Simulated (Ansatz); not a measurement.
Values for one crystal, relaxed and computed with DFT-r²SCAN in the program Ansatz with PAW potentials; other levels are named.

```yaml
volume_per_atom: 14.02 Å³
electronic_character: metallic (no gap)
Formation energy from the elements (no fitted shifts): 0.095 eV/atom
Pressure derivative B′: 5.3
Bulk modulus (Birch–Murnaghan fit): 1110 kbar
Density of states at the Fermi level: 0.39 states/eV per atom (mean over ±0.08 eV)
```

Question: Which of these materials gives this?
A. LuNi2Ge2, I4/mmm (Lu on 2a, Ni on 4d, Ge on 4e)
B. Fe3Ge2, P-3m1 (Fe on 2d, Fe on 1b, Ge on 2d)
C. CaCo2Ge2, I4/mmm (Ca on 2a, Co on 4d, Ge on 4e)
D. ZrGe, Pnma (Zr on 4c, Ge on 4c)

Answer: B, Fe3Ge2, P-3m1 (Fe on 2d, Fe on 1b, Ge on 2d)

The workflow started from a Materials Project entry (that database holds measured and hypothetical structures alike); the Crystallography Open Database copy checked does not list it. Its standing as an ambient phase is unchecked. The cell was relaxed with r²SCAN under the symmetry of its start; whether a distortion lowers the energy is not shown. Spin order of the final state: ferromagnetic, chosen from 5 collinear starts compared on coarse meshes (ties went to the first, and starts can fall back to one state), not a proven ground state. Other orbital occupations within this spin state were not tried. The references are the lowest solids computed at this level, not always the standard phases. Scalar-relativistic: spin–orbit coupling is off unless named, which matters more the heavier the elements.

Potentials: the later of the program's two PAW sets.
